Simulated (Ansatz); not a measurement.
## Run on Ni (Fm-3m) — parallel moments on spinors

Level of theory: Ansatz, DFT, LDA, all-electron LAPW, scalar-relativistic.

Command: `ansatz run input.yaml --threads 2 --pin off --max-ram 6144MiB --backend cpu --events-out ev --progress --plain --runs-dir out`

```yaml
crystal:
  lattice:
    - [0.0, 1.761935, 1.761935]
    - [-3.52387, 0.0, 0.0]
    - [0.0, -3.52387, 3.52387]
  atoms:
    - { symbol: Ni, position: [0.0, 0.0, 0.0], spin: 0.6, spin_axis: [0.0, 0.0, 1.0] }
    - { symbol: Ni, position: [0.0, 0.0, 0.5], spin: 0.6, spin_axis: [0.0, 0.0, 1.0] }
    - { symbol: Ni, position: [0.5, 0.5, 0.25], spin: 0.6, spin_axis: [0.0, 0.0, 1.0] }
    - { symbol: Ni, position: [0.5, 0.5, 0.75], spin: 0.6, spin_axis: [0.0, 0.0, 1.0] }
magnetization:
  noncollinear: true
kpoints:
  mp_grid: { grid: [12, 9, 6] }
scf:
  occupations: { method: fermi_dirac, width: 0.1 }
  lower_state_search: "off"
hamiltonian:
  xc: lda
  pseudopotentials: { kind: all_electron, lapw: { basis_error: 0.0005 } }
output:
  eigenvalues: false
```

Log:

```
settings of this run that can trade accuracy for cost: output.eigenvalues: false. Do not mix this run's numbers with those of runs without the same settings; the input reference describes each key
LAPW: plane waves up to 9.356 Å⁻¹, error target 5.0e-4 eV per atom; small_component_spin mean_spin; Ni in spheres of 1.246 Å, 18 of its electrons in bands, Dirac shells [] (how accurate: hamiltonian.pseudopotentials.lapw.basis_error, Limitations)
Engine: ansatz 0.2.0
Pseudopotentials: kind: all_electron
Pseudopotential: Ni, LAPW, valence charge 18, lapw/all_electron/scalar/gaussian/Ni, Koelling and Harmon's equation, gaussian nucleus
Functional definition: SPW92
  exchange = slater_x
  correlation = pw_c
Crystal: 4 atoms, lattice volume = 43.758 Å³
Basis set: ecut = 333.4745507108639 eV, 631 PW (Γ), exchange–correlation at level 2
Bands: 88, of which v1, the nominal top of the filled ones, is band 72 counted from 1 (71 counted from 0)
Symmetry: 32 space group operations + 32 with time reversal
Moments: of one size on atoms that these operations exchange, one fixing the others by the rotation that the starting moments gave each, and all in one plane where the starting moments lie in one or along one axis (crystal.symmetry.detect: false holds none)
k-points: 140 of 648
Non-local potential: Ni, projectors of the file, none
Initial density: superposition of atomic densities (chi_scale 0.1, normalization cell)
Starting moments: Σ|m| = 2.4 μB on 4 of 4 sites
Initial wavefunctions: plane waves of lowest kinetic energy (no species holds an atomic orbital)
Functional: x = slater, c = lda
iter 1 solved again at ethr=1.79e-5 eV; its pass at ethr=1.00e-1 eV (dr2=1.29e-2 eV) is discarded
SCF iter   1: F=—  HF=-165266.386231 eV  |F-HF|=—  |Δ(HF+E_count)|=         —  Δρ=6.19e-3  dr2=1.28e-2  dr2_m=2.54e-3  ethr=1.79e-5  |M|=2.20e0 ∫|m|=2.31e0 μB  β_m=0.30  ⟨swp⟩=3.3  Hψ=96251  notcnv=0
preconditioner: auto → Kerker (q_TF=auto, 2.964 Å⁻¹)  [metal: Δε(μ)=0.006 eV  Ē_g=8.201 eV  σ=0.100 eV  W_gap=0.02  n_scr=16 (ndim 8)  ℏωp=35.5 eV  f_vac=0.000  D(μ)=7.60/eV (n_scr^D=126)]
spin=Noncollinear: Kerker preconditioning applied to the charge; magnetization (m_x, m_y, m_z) channels mix plain (no charge-response kernel on spin).
SCF iter   2: F=—  HF=-165266.367404 eV  |F-HF|=—  |Δ(HF+E_count)|=   1.88e-2  Δρ=3.82e-3  dr2=4.73e-3  dr2_m=9.15e-4  ethr=1.78e-5  |M|=2.25e0 ∫|m|=2.39e0 μB  β_m=0.30  ⟨swp⟩=2.2  Hψ=35496  notcnv=0
SCF iter   3: F=—  HF=-165266.364310 eV  |F-HF|=—  |Δ(HF+E_count)|=   3.09e-3  Δρ=3.41e-3  dr2=4.12e-3  dr2_m=5.25e-4  ethr=6.57e-6  |M|=2.26e0 ∫|m|=2.41e0 μB  β_m=0.30  ⟨swp⟩=2.0  Hψ=35443  notcnv=0
SCF iter   4: F=—  HF=-165266.362337 eV  |F-HF|=—  |Δ(HF+E_count)|=   1.97e-3  Δρ=1.86e-3  dr2=8.32e-4  dr2_m=3.47e-4  ethr=5.72e-6  |M|=2.28e0 ∫|m|=2.46e0 μB  β_m=1.00  ⟨swp⟩=2.0  Hψ=35447  notcnv=0
SCF iter   5: F=—  HF=-165266.368006 eV  |F-HF|=—  |Δ(HF+E_count)|=   5.67e-3  Δρ=1.67e-3  dr2=2.02e-4  dr2_m=2.79e-4  ethr=1.15e-6  |M|=2.33e0 ∫|m|=2.56e0 μB  β_m=1.00  ⟨swp⟩=2.9  Hψ=35943  notcnv=0
iter 6 solved again at ethr=7.57e-9 eV; its pass at ethr=2.81e-7 eV (dr2=5.45e-6 eV) is discarded
SCF iter   6: F=—  HF=-165266.369658 eV  |F-HF|=—  |Δ(HF+E_count)|=         —  Δρ=1.05e-3  dr2=5.44e-6  dr2_m=1.10e-4  ethr=7.57e-9  |M|=2.37e0 ∫|m|=2.61e0 μB  β_m=1.00  ⟨swp⟩=2.0  Hψ=60806  notcnv=0
the basis was enlarged: its passes take 6.1 MiB over the memory plan, 2 of 2 planned eigensolver slots
SCF iter   7: F=—  HF=-165266.369980 eV  |F-HF|=—  |Δ(HF+E_count)|=   3.22e-4  Δρ=5.95e-4  dr2=4.90e-6  dr2_m=3.55e-5  ethr=7.55e-9  |M|=2.39e0 ∫|m|=2.64e0 μB  β_m=1.00  ⟨swp⟩=3.0  Hψ=39548  notcnv=0
SCF iter   8: F=—  HF=-165266.370066 eV  |F-HF|=—  |Δ(HF+E_count)|=   8.62e-5  Δρ=3.03e-4  dr2=3.40e-7  dr2_m=9.24e-6  ethr=6.80e-9  |M|=2.40e0 ∫|m|=2.65e0 μB  β_m=0.30  ⟨swp⟩=2.9  Hψ=35823  notcnv=0
Mixer restart at iter 8: flushing history
spin-set hold released at iteration 8 (site moments contracting): the magnetisation degrees of freedom join the quasi-Newton model from the next iteration; the mixer history was flushed
SCF iter   9: F=—  HF=-165266.370074 eV  |F-HF|=—  |Δ(HF+E_count)|=   7.62e-6  Δρ=2.65e-4  dr2=1.20e-7  dr2_m=7.05e-6  ethr=4.72e-10  |M|=2.40e0 ∫|m|=2.66e0 μB  β_m=0.38  ⟨swp⟩=3.0  Hψ=36161  notcnv=0
SCF iter  10: F=—  HF=-165266.370133 eV  |F-HF|=—  |Δ(HF+E_count)|=   5.94e-5  Δρ=1.18e-4  dr2=2.69e-6  dr2_m=5.38e-7  ethr=1.67e-10  |M|=2.41e0 ∫|m|=2.66e0 μB  β_m=0.41  ⟨swp⟩=3.7  Hψ=42261  notcnv=0
SCF iter  11: F=—  HF=-165266.370095 eV  |F-HF|=—  |Δ(HF+E_count)|=   3.76e-5  Δρ=1.02e-5  dr2=1.83e-8  dr2_m=2.89e-10  ethr=1.67e-10  |M|=2.41e0 ∫|m|=2.67e0 μB  β_m=0.63  ⟨swp⟩=3.5  Hψ=41964  notcnv=0
SCF iter  12: F=-165266.370095 eV  HF=-165266.370095 eV  |F-HF|=1.99e-8  |Δ(HF+E_count)|=   1.54e-7  Δρ=4.58e-6  dr2=4.58e-9  dr2_m=3.89e-11  ethr=2.54e-11  |M|=2.41e0 ∫|m|=2.67e0 μB  ⟨swp⟩=2.0  Hψ=35443  notcnv=0
SCF 1 converged in 12 iterations: F = -165266.370095 eV  dr2 = 4.58e-9
SCF converged after 12 iterations
Magnetization: |M| = 2.4133 μB,  M = (+0.0000, -0.0000, +2.4133) μB
Absolute magnetization: 2.6692 μB (∫|m|)
  site 0: m = (+0.0000, +0.0000, +0.6215) μB, |m| = 0.6215 μB  (R = 1.25 Å)
  site 1: m = (+0.0000, +0.0000, +0.6215) μB, |m| = 0.6215 μB  (R = 1.25 Å)
  site 2: m = (+0.0000, +0.0000, +0.6215) μB, |m| = 0.6215 μB  (R = 1.25 Å)
  site 3: m = (+0.0000, +0.0000, +0.6215) μB, |m| = 0.6215 μB  (R = 1.25 Å)
Free energy (F): -165266.370095 eV
Harris-Foulkes:  -165266.370095 eV  (|F-HF|=1.99e-8)
Internal energy: -165266.140541 eV  (E = F + TS)
E sigma→0 (E₀):  -165266.255318 eV
Entropy (-TS):   -0.229554 eV (-57.389 meV/atom)
Fermi energy:    17.698912 eV
--- Per-component energies (eV) ---
  E_band       = -1151.399946
  E_kinetic    = 167827.848082
  E_xc         = -6651.691031
  E_electrostatic = -326442.297592  (all electrons and nuclei)
  E_smearing   = -0.229554  (= −TS)
  E_closure    = 0.000000  (closes the sum)
  E_atoms      = -165233.402381  (free atoms, spherical and without spin; not in F)
  Σ components = -165266.370095   (vs F -165266.370095, Δ=0.00e0)
  Basis errors (estimates in eV, not in F): energy 1.1e-4 per atom: plane waves 8.6e-5 (6.3e-5 summed), levels above the bands 3.7e-31, relativity 2.9e-9, radial functions 2.4e-5, core shells 1.8e-10; eigenvalues (radial functions only) 3.8e-7; not estimated: angular momenta, meshes, grids; target (lapw.basis_error) 5.0e-4; muffin-tin radii Ni 1.246 Å
settings of this run that can trade accuracy for cost: output.eigenvalues: false. Do not mix this run's numbers with those of runs without the same settings; the input reference describes each key
```

Site moments (μB): Ni1 (0.00, 0.00, 0.62); Ni2 (0.00, 0.00, 0.62); Ni3 (0.00, 0.00, 0.62); Ni4 (0.00, 0.00, 0.62). Cell moment 2.41 μB.

The Ansatz runs typed with the search for lower states off end where their start leads. None of this fixes the real material's magnetic order: only patterns that fit the cell were computed, at zero temperature, with a functional that can overstate moments.

It took 5.1 min on 2 threads of Intel(R) Xeon(R) Platinum 8559C (Emerald Rapids) (shared host), peak memory 3 GiB.
